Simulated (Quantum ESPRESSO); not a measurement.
Ag2IrGa3WPd, one composition in several site orders

Simulated, not a measurement. The program is pw.x of Quantum ESPRESSO 7.5 (plane-wave density functional theory). The cell is made up: eight metal atoms on a hexagonal close-packed lattice, with elements, volume, strain and displacements drawn at random and not relaxed, so it may be unstable or far from any real phase. PseudoDojo standard norm-conserving files set the functional (PBE unless stated); there is no spin polarisation or spin-orbit coupling, the Fermi-Dirac width of 0.25 eV means electrons at about 2900 K, and the masses in the input are unused placeholders. Heavy elements are run without spin-orbit coupling, which real alloys of them have. A spin test at this wide smearing found no moment, but such smearing suppresses magnetism that the real alloy may have.

The runs put one composition on the sites in different orders. Cell, positions, cutoff, mesh and smearing stay as in the input of run 1; sites are counted in its order. Stress in the tables is positive in tension.

Input of run 1:

```
&control calculation='scf', pseudo_dir='./dojo.nc.sr.pbe.v0_5.standard.upf', outdir='./o', disk_io='minimal', tprnfor=.true., tstress=.true. /
&system ibrav=0, nat=8, ntyp=5, nbnd=75, ecutwfc=82.02448710, nosym=.true., tot_charge=0,
 occupations='smearing', smearing='fd', degauss=0.0183746611
/
&electrons conv_thr=1.470e-08, electron_maxstep=70, mixing_beta=0.5 /
ATOMIC_SPECIES
Ag 1.0 Ag.upf
Ga 1.0 Ga.upf
Ir 1.0 Ir.upf
Pd 1.0 Pd.upf
W 1.0 W.upf
CELL_PARAMETERS angstrom
2.8922 0.0263 0.0298
0.0455 5.005 0.01
0.0949 0.0184 9.1973
ATOMIC_POSITIONS angstrom
Ag 0.008 0.0731 0.0006
Ir 0.0767 -0.0446 4.5535
Ga 0.0743 1.7086 2.3454
W 0.0752 1.629 6.9378
Pd 1.3959 2.4599 -0.0393
Ga 1.5116 2.479 4.5668
Ga 1.5416 4.2077 2.2995
Ag 1.5015 4.2008 6.9664
K_POINTS automatic
8 5 3 1 1 1
```

```
run  elements on sites 1 to 8  free energy less that of run 1 (eV)  -TS (eV)  pressure (GPa)  stress xx (GPa)  stress yy (GPa)  stress zz (GPa)  stress yz (GPa)  stress xz (GPa)  stress xy (GPa)  iterations
  1    Ag Ir Ga W Pd Ga Ga Ag                                0.000    -1.028           -3.96             3.53             2.69             5.65             1.51             0.41             0.65          18
  2    Ir Ag Ga Pd W Ag Ga Ga                               -1.462    -0.827           -5.59             4.17             5.80             6.80             0.61             0.47             0.46          16
  3    W Ir Ag Ga Pd Ag Ga Ga                               -0.547    -0.989           -5.09             4.72             0.19            10.36             0.48             0.74             0.73          16
  4    Pd Ga Ir Ag Ag W Ga Ga                               -1.050    -0.880           -5.42             3.78             9.62             2.86             0.46             0.73             0.12          16
  5    Ag Ag Ga W Ga Ir Pd Ga                               -0.665    -0.959           -5.44             6.50             7.18             2.64             3.11             0.54             0.63          17
  6    Ir Pd Ga Ag Ag Ga Ga W                               -0.156    -1.008           -3.42             3.82            -0.21             6.66             3.14             0.36             0.62          17
```

Forces Fx Fy Fz (eV/Å):

| site | run 1 | run 2 | run 3 | run 4 | run 5 | run 6 |
| --- | --- | --- | --- | --- | --- | --- |
| 1 | -0.20 -0.70 0.80 | -0.03 -0.69 0.83 | -0.14 -0.74 -0.31 | -0.12 -1.15 0.31 | 0.01 -0.55 0.80 | -0.13 -1.75 0.27 |
| 2 | -0.04 0.54 -0.49 | -0.10 0.05 0.12 | -0.09 -0.36 0.72 | -0.04 0.04 0.09 | -0.14 -0.01 0.22 | -0.02 -0.01 -0.07 |
| 3 | -0.02 -0.22 -0.49 | -0.07 -0.05 -1.07 | -0.02 0.02 -0.70 | -0.07 -0.38 1.17 | 0.01 0.24 0.97 | -0.05 -0.33 -0.47 |
| 4 | -0.08 0.42 -1.56 | -0.05 0.11 -0.20 | -0.05 -0.03 -0.19 | -0.08 0.05 -0.81 | -0.07 1.00 -1.95 | -0.12 0.47 -1.15 |
| 5 | 0.13 0.31 0.65 | 0.14 0.34 0.66 | 0.21 0.42 -0.16 | 0.20 0.69 0.65 | 0.06 0.45 0.18 | 0.11 0.81 0.88 |
| 6 | 0.00 0.03 1.26 | 0.07 0.05 0.21 | 0.04 0.13 0.93 | 0.05 1.05 -0.91 | 0.07 -0.40 1.15 | -0.02 0.18 0.83 |
| 7 | -0.03 -0.02 0.40 | 0.01 0.02 -1.12 | -0.05 0.46 0.17 | 0.01 0.04 -0.82 | -0.05 -0.61 -0.58 | 0.00 0.36 -0.64 |
| 8 | 0.25 -0.36 -0.57 | 0.04 0.17 0.58 | 0.11 0.10 -0.44 | 0.06 -0.33 0.33 | 0.12 -0.12 -0.79 | 0.23 0.27 0.34 |

The sites are displaced and not relaxed, so the energy differences mix bonding between neighbours with strain and are not ordering energies. A rerun of one cell of this series at a higher cutoff and on a denser mesh moved values by no more than 0.008 eV in energy, 0.10 GPa in stress and 0.013 eV/Å in force, and a second program with other atomic files agreed on that cell to 2 % rms in force and 0.5 GPa in pressure.